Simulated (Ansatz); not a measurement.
The elements of this relaxed trial crystal are hidden behind letters.

```
lattice vectors (Å)
   3.6132    0.0000    0.0000
  -1.8066    3.1291    0.0000
   0.0000    0.0000   16.9519
fractional positions
X 0.6667 0.3333 0.8995
X 0.3333 0.6667 0.1005
X 0.3333 0.6667 0.7688
X 0.6667 0.3333 0.6354
X 0.6667 0.3333 0.2312
X 0.3333 0.6667 0.3646
X 0.0000 0.0000 0.5000
Z 0.0000 0.0000 0.0000
```

All numbers below come from Ansatz 0.2.0, DFT PBE, scalar-relativistic, plane waves, PAW. Cutoff 420 eV, Γ-centred 12×12×2 mesh (8-atom cell), Gaussian smearing of 0.10 eV, no spin polarisation.

| Item | Value |
| --- | --- |
| Space group | P-3m1 (No. 164) |
| Conventional cell | a = 3.613 Å, c = 16.952 Å |
| Volume per atom | 23.96 Å³ |
| Density | 7.10 g/cm³ |
| Formation energy | −0.05 eV/atom |
| Gap on the 12×12×2 mesh of the 8-atom cell | 0 eV (a metal) |

Energies are uncorrected and count from the elements' standard states at the same level.

Q: X is a d-block element of period 5 and Z is a p-block element of period 3. Which elements are they?

A: X = Cd, Z = S, so the formula is Cd7S. Density times volume gives a mean mass of 7.10 × 23.96/1.6605 = 102.4 u per atom, and this set has 102.4 u. Cd on a site of symmetry 3m has 3 S at 2.69 Å and 3 Cd at 3.04 Å; Cd on a second site of symmetry 3m has 6 Cd at 3.04–3.08 Å and 6 Cd at 3.61 Å; around S lie 6 Cd at 2.69 Å; 2 more sites not described. Other sets within the hints have nearly the same mass, so mass alone doesn't settle it; this one was computed.

A later test with randomly moved atoms ended 1 meV/atom lower, in P-3m1 at a loose tolerance, which is no clear verdict on its stability.
